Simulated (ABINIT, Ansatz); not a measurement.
Given: the input of a run of Ansatz 0.2.0 on MnPt2. The cell comes from a database or a generator and needn't be the stable form of this composition.

The input input.yaml:

```yaml
crystal:
  lattice:
    - [2.8584044518, 0.0, 0.0]
    - [-1.4292022259, 2.4754508696, 0.0]
    - [0.0, 0.0, 6.532504]
  atoms:
    - { symbol: Pt, position: [0.6666666667, 0.3333333333, 0.316206] }
    - { symbol: Pt, position: [0.3333333333, 0.6666666667, 0.683794] }
    - { symbol: Mn, position: [0.0, 0.0, 0.0], spin: 4.0 }
kpoints:
  mp_grid: { grid: [11, 11, 4] }
scf:
  occupations: { method: fermi_dirac, width: 0.05 }
hamiltonian:
  xc: pbesol
  pseudopotentials: { kind: all_electron, lapw: { basis_error: 0.001 } }
magnetization:
  spin_polarized: true
output:
  forces: true
  stress: true
  eigenvalues: true
  populations: true
```

Potentials or basis: all-electron LAPW, scalar-relativistic.

The run is started by

```bash
$ ansatz run input.yaml --threads 4 --pin off --max-ram 12288MiB --backend cpu --events-out ev --progress --plain --runs-dir out
```

Q: Translate it to ABINIT 10.8.3 (patched build). Potentials or basis there: JTH PAW PBE v2.0, cutoff 707 eV.

A: As run (cutoffs and basis follow the program's own potentials, and thresholds, step limits or extra output files can differ):

The input run.abi:

```
# Pseudopotentials
pp_dirpath "./"
pseudos "Pt.GGA_PBE-JTH.xml, Mn.GGA_PBE-JTH.xml"

# Structure
acell 2.8584044518 2.8584044518 6.532504 Angstrom
rprim
     1.0000000000     0.0000000000     0.0000000000
    -0.5000000000     0.8660254038     0.0000000000
     0.0000000000     0.0000000000     1.0000000000
ntypat 2
znucl 78 25
natom 3
typat 1 1 2
xred
     0.6666666667     0.3333333333     0.3162060000
     0.3333333333     0.6666666667     0.6837940000
     0.0000000000     0.0000000000     0.0000000000

# Plane-wave basis
ecut 26.0
pawecutdg 48.0
pawxcdev 0

# k points
kptopt 1
ngkpt 11 11 4
nshiftk 1
shiftk 0.0 0.0 0.0

# Exchange and correlation
ixc -116133

# Bands and occupations
nband 23
occopt 3
tsmear 0.05 eV

# Spin
nsppol 2
spinat
     0.0000000000     0.0000000000     0.0000000000
     0.0000000000     0.0000000000     0.0000000000
     0.0000000000     0.0000000000     4.0000000000

# SCF cycle
nstep 100
tolvrs 1.0e-9

# Output
iomode 3
prtwf 0
prteig 0
prtebands 0
prtden 1
prtvha 1
prtvclmb 1
prtpot 1
```

Potentials or basis: JTH PAW PBE v2.0.

Launch:

```bash
$ abinit run.abi > log 2>&1
```

Both were run:

|  | Ansatz | ABINIT |
| --- | --- | --- |
| Pressure | -9.2 GPa | -8.4 GPa |
| Net moment | 4.51 μB per cell | 4.52 μB per cell |

ABINIT's potentials were made for PBE.

Where Ansatz's input types no cutoff or centring, it takes its own default and a Γ-centred mesh.

The magnetic state is the one that the start led to; the real crystal's order can differ.

Pressure is positive in compression.
